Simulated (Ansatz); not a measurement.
The end point of a relaxation of KBr. Method: PBEsol (plane waves to 420 eV, PAW, scalar-relativistic; Ansatz, a quantum-chemistry and plane-wave program).

```cif
data_BrK
_chemical_formula_sum 'Br1 K1'
_space_group_name_H-M_alt 'P 1'
_space_group_IT_number 1
_cell_length_a 4.63076
_cell_length_b 4.63076
_cell_length_c 4.63076
_cell_angle_alpha 60.000
_cell_angle_beta 60.000
_cell_angle_gamma 60.000
loop_
_space_group_symop_operation_xyz
  'x, y, z'
loop_
_atom_site_label
_atom_site_type_symbol
_atom_site_fract_x
_atom_site_fract_y
_atom_site_fract_z
_atom_site_occupancy
Br1 Br 0.00000 0.00000 0.00000 1
K1 K 0.50000 0.50000 0.50000 1
```

Problem. Determine the symmetry and give the standard cell with its independent sites.

Solution. Space group Fm-3m (No. 225); a = 6.549 Å, b = 6.549 Å, c = 6.549 Å, α = 90.00°, β = 90.00°, γ = 90.00°

```tsv
atom	site	symmetry	x	y	z
Br	4a	m-3m	0.0000	0.0000	0.0000
K	4b	m-3m	0.5000	0.5000	0.5000
```

This is the rock salt type.

Problem. Give the shortest distances between elements (the closest pairs, up to four, under 3.6 Å).

Solution. Br–K 3.27 Å.

```yaml
volume_per_atom: 35.11 Å³
band_gap: 4.34 eV, direct at Γ (no spin-orbit coupling)
```

No spin polarisation in the result.

Measured for KBr: a 6.541 Å (0 K or low temperature; as listed in Klaus Doll, Hermann Stoll, Phys. Rev. B (1998)); gap 7.4 eV (as listed in Aguado et al., arXiv (1998)). Computed minus measured — a: PBEsol +0.1 %; gap: PBEsol -3.06 eV. The computed values are for a static lattice, and a measured gap can be an optical one, lowered by exciton binding.

The run could not lose the symmetry of its start; a randomly shaken copy of 2 atoms returns to this structure.

All atoms sit on sites fixed by symmetry, so only the cell could relax.
